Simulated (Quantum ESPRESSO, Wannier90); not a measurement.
Wannierisation of HfO2 (P4₂/nmc)

```
HfO2
1.0
    3.55802     0.00000     0.00000
    0.00000     3.55802     0.00000
    0.00000     0.00000     5.17186
Hf O
2 4
Direct
  0.50000   0.50000   0.50000
  0.00000   0.00000   0.00000
  0.00000   0.50000   0.69721
  0.00000   0.50000   0.19721
  0.50000   0.00000   0.80279
  0.50000   0.00000   0.30279
```

Materials Project entry mp-1018721; symmetrised, unrelaxed at this level. Not found in the COD (Crystallography Open Database) copy used, which has the formula in other groups; not checked further. Computed values, not measurements, from PBEsol: Quantum ESPRESSO (norm-conserving PseudoDojo potentials, cutoff 68 Ry, no spin polarisation, no spin-orbit coupling) on a Γ-centred 4×4×4 mesh, then Wannier90. Density: 10×10×6 mesh, cold smearing 0.01 Ry. Spin-orbit coupling is left out although heavy elements are present.

Functional, cutoff and mesh named above are those of the base row (68); the first column says what each row takes instead. Model: 16 functions from bands 9-24, start SCDM (isolated) (the valence bands). Energies are relative to the valence-band maximum; the misfit is to pw.x on a path, for all bands of the set. Only the plane-wave cutoff changes (density cutoff four times as high). Ω_total can sit in another minimum from row to row; Ω_I of an isolated set cannot.

| ecutwfc (Ry) | Ω_I (Å²) | Ω_total (Å²) | rms misfit (meV) | gap (eV) | ΔE to highest cutoff (meV/atom) | plane waves a k-point, about (cost) | rough cost of nscf and overlaps (first row = 1) |
|---|---|---|---|---|---|---|---|
| 34 | 12.83 | 14.47 | 16 | 4.629 | 3431.8 | 1500 | 1.0 |
| 42 | (withheld) | 14.18 | 8.9 | (withheld) | (withheld) | 2000 | 1.8 |
| 51 | 12.41 | 14.24 | 5.7 | 4.690 | 360.1 | 2700 | 2.1 |
| 68 | 12.37 | 14.04 | 4.5 | 4.682 | 16.2 | 4200 | 3 |
| 84 | 12.37 | 14.04 | 4.5 | 4.682 | 0.3 | 5700 | 4 |
| 105 | 12.37 | 14.04 | 4.5 | 4.681 | 0.0 | 8000 | 6 |

**Question.** Complete the blanks.

**Answer.** 
- 42, Ω_I (Å²): 12.53
- 42, gap (eV): 4.664
- 42, ΔE to highest cutoff (meV/atom): 1302.4
